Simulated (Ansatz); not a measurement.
Data sheet: MgO (DFT)

MgO:
```yaml
crystal:
  lattice:
    - [3.26528, 0.00000, 0.00000]
    - [-1.63264, 2.82782, 0.00000]
    - [0.00000, 0.00000, 15.50948]
  atoms:
    - { symbol: Mg, position: [0.66667, 0.33333, 0.64811] }
    - { symbol: Mg, position: [0.66667, 0.33333, 0.97929] }
    - { symbol: Mg, position: [0.33333, 0.66667, 0.81370] }
    - { symbol: Mg, position: [0.33333, 0.66667, 0.48191] }
    - { symbol: Mg, position: [0.33333, 0.66667, 0.14750] }
    - { symbol: Mg, position: [0.00000, 0.00000, 0.31370] }
    - { symbol: O, position: [0.66667, 0.33333, 0.85168] }
    - { symbol: O, position: [0.66667, 0.33333, 0.52046] }
    - { symbol: O, position: [0.33333, 0.66667, 0.01855] }
    - { symbol: O, position: [0.33333, 0.66667, 0.68609] }
    - { symbol: O, position: [0.33333, 0.66667, 0.35296] }
    - { symbol: O, position: [0.00000, 0.00000, 0.18605] }
```

Space group P3m1 (No. 156); conventional cell a = 3.265 Å, b = 3.265 Å, c = 15.509 Å, α = 90.00°, β = 90.00°, γ = 120.00°.

Method: the program Ansatz at the PBEsol level (PAW). Geometry: relaxed at this level of theory. Other levels are named where they apply.

### Cell and energy

```
Item                                                           Value
-----------------------------------------------------  -------------
Volume per atom                                             11.93 Å³
Density                                                   2.80 g/cm³
Formation energy from the elements (no fitted shifts)  -2.61 eV/atom
```

### Electronic structure

```
Quantity                                    Value
----------------------------  -------------------
Band gap                         3.43 eV (direct)
Valence-band maximum                         at Γ
Conduction-band minimum                      at Γ
Electron effective mass       0.33 mₑ (isotropic)
HSE06 gap on the PBEsol cell              5.17 eV
```

### Mechanics

```
Property                                                                                                                 Result
-----------------------------------------------------------  ------------------------------------------------------------------
Bulk modulus (Birch–Murnaghan fit)                                                                                    1180 kbar
Pressure derivative B′                                                                                                      3.8
Elastic constants (relaxed ions, GPa)                        C11 = 188, C12 = 102, C13 = 81.5, C14 = 0.0, C33 = 171, C44 = 49.1
Mechanical stability                                                                     stable (all eigenvalues of C positive)
Hill bulk and shear moduli                                                                                     119 and 47.0 GPa
Young's modulus                                                                                                         125 GPa
Poisson's ratio                                                                                                            0.33
Debye temperature from the elastic constants                                                                              598 K
Piezoelectric stress constants (proper, relaxed ions, C/m²)                     e15 = e24 = 0.42, e31 = e32 = 0.59, e33 = -1.40
```

### Dielectric response

```
Item                                                                                      Value
--------------------------------------------------------  -------------------------------------
Electronic dielectric constant ε∞ (DFPT)                              3.06 (xx = yy), 3.12 (zz)
Static dielectric constant ε0 (ions relaxed, cell fixed)              5.78 (xx = yy), 6.53 (zz)
Born charges (a third of the trace)                       Mg +1.82 to +1.83, O -1.83 to -1.82 e
```

### Phonons

```
Quantity                                                                  Result
--------------------------------------------------  ----------------------------
Highest zone-centre frequency (without LO–TO term)                     659 cm^-1
Zone-centre stability                                     no imaginary mode at Γ
Dynamical stability on the path                     stable (no imaginary branch)
Zero-point energy                                                  73.4 meV/atom
Vibrational entropy at 300 K                             15.3 J/(K·mol of atoms)
```

The workflow started from a Materials Project entry (that database holds measured and hypothetical structures alike); the Crystallography Open Database copy checked does not list it. It is not the phase usual at ambient conditions (space group No. 225). Symmetry was held in the PBEsol relaxation. Signs of piezoelectric constants follow the polarity of the cell as given. The references are the lowest solids computed at this level, not always the standard phases (solids in place of the gases).

Potentials: the later of the program's two PAW sets.
